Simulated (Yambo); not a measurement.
G0W0@LDA for Rb$_{2}$LiAsF$_{6}$ (space group Fm-3m, No. 225) in Yambo. Reference settings: 2×2×2 Γ-centred k mesh, bands 2 to 297 and a 8 Ry block in the screening, 297 bands in G with the Bruneval-Gonze terminator, plasmon pole fitted at 27.2 eV. The LDA gap X → L on this mesh is 4.53 eV; G0W0 gaps are taken between the same points.

Gap (X → L) in eV against the number of bands and the screening block, terminator on:

| bands (W and G) | 2 Ry | 3 Ry | 5 Ry | 6 Ry | 8 Ry |
|---|---|---|---|---|---|
| 76 | 7.956 | 7.756 | 7.695 | 7.679 | 7.672 |
| 115 | 7.688 | 7.479 | 7.419 | 7.410 | 7.413 |
| 167 | 7.598 | 7.375 | 7.312 | 7.315 | 7.325 |
| 231 | 7.565 | 7.333 | 7.279 | 7.276 | 7.291 |
| 297 | 7.553 | 7.320 | 7.265 | 7.262 | 7.279 |

Rough cost of the Yambo step against the reference (shared machines):

```tsv
bands (W and G)	2 Ry	3 Ry	5 Ry	6 Ry	8 Ry
76	1/6	1/6	1/5	1/5	1/4
115	1/4	1/4	1/4	1/3	1/3
167	1/3	1/3	1/3	1/2	~1
231	1/2	1/2	~1	~1	~1
297	~1	~1	~1	~1	1
```

At the largest block the last step in bands moves the gap by -0.012 eV; at the most bands the last step in the block moves it by 0.017 eV.

Spin-orbit splittings are left out.

The standard potential for As keeps a d shell in the valence without the s and p states of that shell. In tests on such compounds this moved G0W0 gaps by up to about 0.9 eV, so absolute quasiparticle energies here are unreliable; differences between settings are what counts.

Geometry of the Materials Project entry, not relaxed at this level; primitive cell a = 6.0284 Å, b = 6.0284 Å, c = 6.0284 Å, α = 60.00°, β = 60.00°, γ = 60.00°.

The structure is a Materials Project entry; no match was found in the copy of COD used, and its stability was not checked.
